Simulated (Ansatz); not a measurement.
**Property card for InGaN**

The calculation used Ansatz 0.2.0, DFT PBE, scalar-relativistic, plane waves, PAW.

Settings: cutoff 420 eV, Γ-centred mesh 12×12×8 on the computed 3-atom cell, Gaussian smearing of 0.10 eV; no spin polarisation.

The structure is relaxed at this level of theory with its symmetry kept, and needn't be the ground state of this composition.

Space group P6mm (No. 183), hexagonal, a = 3.737 Å, c = 6.204 Å. In is surrounded by 1 N at 1.94 Å and 1 Ga at 2.54 Å; Ga has 1 N at 1.72 Å and 1 In at 2.54 Å; N has 1 Ga at 1.72 Å and 1 In at 1.94 Å.

- Volume per atom: 25.01 Å³
- Formation energy from the elements' standard states (uncorrected): +1.033 eV/atom
- Kohn–Sham band gap: none (metal)
- Density of states at the Fermi level: 1.0 states/eV per cell
- Orbital (Löwdin) character within 0.5 eV of the Fermi level: N 2p 42 %, In 5p 24 %, Ga 4p 15 %, Ga 4s 8 %
- Bader charge by site (e): In (1 in the cell) 0.59, Ga (1 in the cell) 0.62, N (1 in the cell) -1.21

The cell holds layers, chains or molecules and no dispersion correction was added, so their binding is poorly described.

Another cell of InGaN relaxed alike, in P4/mmm, lies 0.70 eV/atom lower, so this cell isn't the stable form at this level.

The cell was found from a structure generator's guess, not taken from experiment. Löwdin shares on free-atom orbitals overweight diffuse shells.
